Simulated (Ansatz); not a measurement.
Data:

LiH (rock salt), conventional cell a = b = c = 4.007 Å, α = β = γ = 90.00°. The calculation uses the primitive cell of 2 atoms, to which meshes and values per cell refer.

E(V) scan at fixed shape, V₀ the volume above. Symmetry pins the atoms to their sites.

Calculation: PBE (plane waves to 420 eV, PAW, scalar-relativistic; Ansatz, a program for electronic structure). k mesh 14×14×14 (Γ-centred), Fermi-Dirac smearing 0.05 eV. E stands for the smeared free energy. Compression counts positive. LiH was relaxed with its symmetry unable to fall. ΔE is measured from the relaxed starting cell.

The scan covers V/V₀ from 0.940 to 1.060 in 11 points.

Problem. What pressure does the cell carry at V/V₀ = 0.940?

Solution. 2.49 GPa.

Problem. What is ΔE at V/V₀ = 0.940?

Solution. 3.6 meV/atom.

Problem. What is ΔE at V/V₀ = 1.060?

Solution. 3.0 meV/atom.

(A scan under strain: stresses follow from slopes of the energy per volume, elastic moduli from its curvatures.)
